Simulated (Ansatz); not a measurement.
Ansatz (a first-principles code) input:

Ansatz 0.2 input:
```yaml
crystal:
  lattice:
    - [0.0, 3.0271905615, 3.0271905615]
    - [3.0271905615, 0.0, 3.0271905615]
    - [3.0271905615, 3.0271905615, 0.0]
  atoms:
    - { symbol: Ta, position: [0.0, 0.0, 0.0] }
    - { symbol: Ta, position: [0.25, 0.25, 0.25] }
kpoints:
  mp_grid: { grid: [9, 9, 9] }
  band_path:
    path:
      - [[0.0, 0.0, 0.0], [0.5, 0.0, 0.5], [0.625, 0.25, 0.625]]  # Γ-X-U
      - [[0.375, 0.375, 0.75], [0.0, 0.0, 0.0], [0.5, 0.5, 0.5], [0.5, 0.25, 0.75], [0.5, 0.0, 0.5]]  # K-Γ-L-W-X
    npoints: 12
hamiltonian:
  xc: r2scan
  pseudopotentials: { azcp: { folder: ./paw }, kind: paw_fr }
magnetization: { noncollinear: true, spin_orbit: true }
scf:
  n_extra_bands: 12
  convergence: { dr2_threshold: 0.0000000001 }
  occupations: { method: gaussian, width: 0.05 }
output: { eigenvalues: true }
```

Output (shortened):

```
Pseudopotential: Ta, paw, valence charge 13
Functional definition: r2SCAN
non-collinear run that drives no moment, with spin-orbit …
Crystal: 2 atoms, lattice volume = 55.482 Å³
Basis set: ecut = 500 eV, 1411 PW (Γ), exchange–correlation on 128×128×128 points (64 copies of the dense FFT grid, shifted against one another)
Bands: 38, of which v1, the nominal top of the filled ones, is band 26 counted from 1 (25 counted from 0)
Symmetry: 48 space group operations + 48 with time reversal
k-points: 35 of 729
Projection manifold: j_resolved (fully-relativistic pseudo-atomic orbitals)
iter 1 solved again at ethr=1.75e-3 eV; its pass at ethr=3.10e-3 eV (dr2=4.55e-1 eV) is discarded
SCF iter   1: F=—  HF=-19835.973785 eV  |F-HF|=—  |Δ(HF+E_count)|=         —  Δρ=3.13e-2  dr2=4.41e-1  dr2_τ=5.51e-3  dr2_m=0.00e0 (ungated)  ethr=1.75e-3  |M|=0.00e0 ∫|m|=0.00e0 μB  |m|>n=0.0e0 m-floor=0.0e0 τ_xc=0.0e0  β_m=0.30  ⟨swp⟩=1.1  Hψ=3981  notcnv=0
preconditioner: auto → Kerker (q_TF=auto, 2.405 Å⁻¹)
spin=Noncollinear: Kerker preconditioning applied to the charge; magnetization (m_x, m_y, m_z) channels mix plain (no charge-response kernel on spin).
SCF iter   2: F=—  HF=-19835.999336 eV  |F-HF|=—  |Δ(HF+E_count)|=   2.56e-2  Δρ=2.50e-2  dr2=2.85e-1  dr2_τ=2.22e-3  dr2_m=0.00e0 (ungated)  ethr=1.70e-3  |M|=0.00e0 ∫|m|=0.00e0 μB  |m|>n=0.0e0 m-floor=0.0e0 τ_xc=0.0e0  β_m=0.55  ⟨swp⟩=1.3  Hψ=677  notcnv=0
SCF iter   3: F=—  HF=-19836.058254 eV  |F-HF|=—  |Δ(HF+E_count)|=   5.89e-2  Δρ=5.00e-3  dr2=2.45e-2  dr2_τ=1.54e-4  dr2_m=0.00e0 (ungated)  ethr=1.09e-3  |M|=0.00e0 ∫|m|=0.00e0 μB  |m|>n=0.0e0 m-floor=0.0e0 τ_xc=0.0e0  β_m=0.73  ⟨swp⟩=2.7  Hψ=1035  notcnv=0
SCF iter   4: F=—  HF=-19836.056097 eV  |F-HF|=—  |Δ(HF+E_count)|=   2.16e-3  Δρ=2.47e-3  dr2=3.16e-3  dr2_τ=4.85e-5  dr2_m=0.00e0 (ungated)  ethr=9.41e-5  |M|=0.00e0 ∫|m|=0.00e0 μB  |m|>n=0.0e0 m-floor=0.0e0 τ_xc=0.0e0  β_m=0.87  ⟨swp⟩=2.0  Hψ=1020  notcnv=0  defer=2
SCF iter   5: F=—  HF=-19836.059366 eV  |F-HF|=—  |Δ(HF+E_count)|=   3.27e-3  Δρ=9.40e-4  dr2=1.15e-3  dr2_τ=7.40e-6  dr2_m=0.00e0 (ungated)  ethr=1.22e-5  |M|=0.00e0 ∫|m|=0.00e0 μB  |m|>n=0.0e0 m-floor=0.0e0 τ_xc=0.0e0  β_m=0.93  ⟨swp⟩=2.0  Hψ=828  notcnv=0  defer=2
SCF iter   6: F=—  HF=-19836.059578 eV  |F-HF|=—  |Δ(HF+E_count)|=   2.12e-4  Δρ=1.88e-4  dr2=1.78e-5  dr2_τ=3.02e-7  dr2_m=0.00e0 (ungated)  ethr=4.42e-6  |M|=0.00e0 ∫|m|=0.00e0 μB  |m|>n=0.0e0 m-floor=0.0e0 τ_xc=0.0e0  β_m=0.97  ⟨swp⟩=2.0  Hψ=843  notcnv=0  defer=2
SCF iter   7: F=—  HF=-19836.059590 eV  |F-HF|=—  |Δ(HF+E_count)|=   1.24e-5  Δρ=3.73e-5  dr2=6.12e-7  dr2_τ=7.49e-9  dr2_m=0.00e0 (ungated)  ethr=6.85e-8  |M|=0.00e0 ∫|m|=0.00e0 μB  |m|>n=0.0e0 m-floor=0.0e0 τ_xc=0.0e0  β_m=0.98  ⟨swp⟩=2.0  Hψ=845  notcnv=0  defer=2
SCF iter   8: F=—  HF=-19836.059590 eV  |F-HF|=—  |Δ(HF+E_count)|=   8.42e-8  Δρ=5.51e-6  dr2=2.65e-8  dr2_τ=2.20e-10  dr2_m=0.00e0 (ungated)  ethr=2.35e-9  |M|=0.00e0 ∫|m|=0.00e0 μB  |m|>n=0.0e0 m-floor=0.0e0 τ_xc=0.0e0  β_m=0.99  ⟨swp⟩=2.1  Hψ=863  notcnv=0  defer=2
SCF iter  10: F=-19836.059590 eV  HF=-19836.059590 eV  |F-HF|=4.00e-11  |Δ(HF+E_count)|=   1.36e-9  Δρ=1.57e-7  dr2=1.05e-11  dr2_τ=1.95e-13  dr2_m=0.00e0 (ungated)  ethr=1.00e-12  |M|=0.00e0 ∫|m|=0.00e0 μB  |m|>n=0.0e0 m-floor=0.0e0 τ_xc=0.0e0  ⟨swp⟩=3.5  Hψ=1533  notcnv=0
SCF 1 converged in 10 iterations: F = -19836.059590 eV  dr2 = 1.05e-11
NSCF: frozen V_eff on 74 k-points
SCF converged after 10 iterations
Magnetization: |M| = 0.0000 μB,  M = (+0.0000, +0.0000, +0.0000) μB
Absolute magnetization: 0.0000 μB (∫|m|)
  site 0: m = (+0.0000, +0.0000, +0.0000) μB, |m| = 0.0000 μB  (R = 1.08 Å)
  site 1: m = (+0.0000, +0.0000, +0.0000) μB, |m| = 0.0000 μB  (R = 1.08 Å)
Free energy (F): -19836.059590 eV
Harris-Foulkes:  -19836.059590 eV  (|F-HF|=4.00e-11)
Internal energy: -19836.055944 eV  (E = F + TS)
E sigma→0 (E₀):  -19836.057767 eV
Entropy (-TS):   -0.003646 eV (-1.823 meV/atom)
Fermi energy:    10.503503 eV
--- Per-component energies (eV) ---
  E_band       = -438.251631
  E_kinetic    = 783.231731
  E_local      = -1925.992244  (includes V_loc(G=0)·N_el)
  E_nonlocal   = -18.167301
  E_hartree    = 708.774386
  E_xc         = -602.699488
  E_vxc        = -509.640494  (∫ρ·V_xc dr)
  E_paw        = -16614.422970  (= ΣΔE_a)
  E_vpaw       = -211.630910  (= ΣTr[D̂ρ^β])
  E_aug_tail   = 0.000086  (compensation charges beyond the density's cutoff)
  E_vtau       = 26.398780  (kinetic-family band-sum trace: ∫τ·v_τ [+ j·A + Jᵃ·Aᵃ] dr)
  E_ewald      = -2165.207097
  E_core_change = -1.573047  (= ΣΔE_core)
  E_smearing   = -0.003646  (= −TS)
  E_closure    = 0.000000  (closes the sum)
  Σ components = -19836.059590   (vs F -19836.059590, Δ=0.00e0)
  [band-id]    e_kinetic+e_local+e_nonlocal+2·e_hartree+e_vxc+e_vpaw+e_augmentation_tail+e_vtau = -438.251580   (vs E_band -438.251631, Δ=5.13e-5)
--- Band table (eV; the first three rows and the last of 35) ---
  k-point 0: bands = ["-58.2894", "-58.2894", "-57.9718", "-57.9718", "-30.7331", "-30.7331", "-30.1006", "-30.1006", "-22.3552", "-22.3552", "-22.3552", "-22.3552", "-21.3020", "-21.3020", "-21.3020", "-21.3020", "4.6396", "4.6396", "9.5297", "9.5297", …
  k-point 1: bands = ["-58.2824", "-58.2824", "-57.9791", "-57.9791", "-30.7208", "-30.7208", "-30.1171", "-30.1171", "-22.3706", "-22.3706", "-22.3237", "-22.3237", "-21.3314", "-21.3314", "-21.2853", "-21.2853", "4.8489", "4.8489", "9.3890", "9.3890", …
  k-point 2: bands = ["-58.2629", "-58.2629", "-57.9991", "-57.9991", "-30.6862", "-30.6862", "-30.1622", "-30.1622", "-22.4076", "-22.4076", "-22.2345", "-22.2345", "-21.4151", "-21.4151", "-21.2450", "-21.2450", "5.4404", "5.4404", "9.2714", "9.2714", …
  k-point 34: bands = ["-58.1530", "-58.1530", "-58.1107", "-58.1107", "-30.4830", "-30.4830", "-30.3967", "-30.3967", "-22.4537", "-22.4537", "-21.8856", "-21.8856", "-21.7473", "-21.7473", "-21.1881", "-21.1881", "8.3612", "8.3612", "8.5073", "8.5073", …
```

Cost: very roughly 40 core-seconds on shared cores.

Space group Fd-3m (diamond). The start of the workflow was typed in or built on a structure type; neither database checked (COD, Materials Project) lists it. It is not the phase usual at ambient conditions (space group No. 229). Symmetry was held in the r²SCAN relaxation; whether a distortion lowers the energy is not shown. No spin polarisation was allowed.

Potentials: the earlier of the program's two PAW sets.

Ansatz is a plane-wave DFT program.
